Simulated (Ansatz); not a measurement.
A trial structure of BPt was built thus: random cell by space group and Wyckoff sites (Cmmm, No. 65). The dimensions are guesses.

```
B Pt
1.0
     1.78482   -3.44946    0.00000
     1.78482    3.44946    0.00000
     0.00000    0.00000    2.24397
B Pt
1 1
Cartesian
  1.7848 0.0000 0.0000
  0.0000 0.0000 0.0000
```

The calculation used Ansatz, DFT PBE, scalar-relativistic, plane waves, PAW. Cutoff 420 eV, Gaussian smearing, Γ-centred meshes. Cell and atoms relax first on a coarse mesh and then on a finer one. In between, the cell is made exact in the group found at 0.06 Å. In metals the finer mesh still leaves noise of several meV/atom or more. The steps can't lower the symmetry of their start. No spin polarisation.

A guess keeps its type if space group and coordination stay and the shape of the cell changes little (axis ratios within about 15 %, angles within 6°); the volume may change.

Q: Will the relaxed cell still be of the starting type?

A: It doesn't keep its type. The symmetry goes from Cmmm (No. 65) to P4/mmm (No. 123). The volume per atom shrinks by 3.7 %, from 13.8 to 13.3 Å³. The shortest distance goes from 1.78 Å (B–Pt) to 2.15 Å (B–Pt). Counting neighbours within 15 % of an atom's shortest distance, the start has B 2, Pt 2 and the end B 4, Pt 4. In detail, at the end B has 4 Pt at 2.15 Å; Pt has 4 B at 2.15 Å.

```xyz
2
Lattice="3.0414 0.0000 0.0000 0.0000 3.0414 0.0000 0.0000 0.0000 2.8759" Properties=species:S:1:pos:R:3 pbc="T T T"
B     1.5207    1.5207    0.0000
Pt    0.0000    0.0000    0.0000
```

The last run used an 18×18×20 mesh (in the run's order of axes) for its 2-atom cell and Gaussian smearing of 0.10 eV. These runs have no spin–orbit coupling, which can matter for Pt. The cell is a metal run without spin; a magnetic state may lie lower. Symmetry constrained the relaxation, so the result can be a saddle point. Another cell of BPt relaxed alike, in P6_3/mmc (a Materials Project cell), lies 0.31 eV/atom lower, so this cell isn't the stable form at this level.
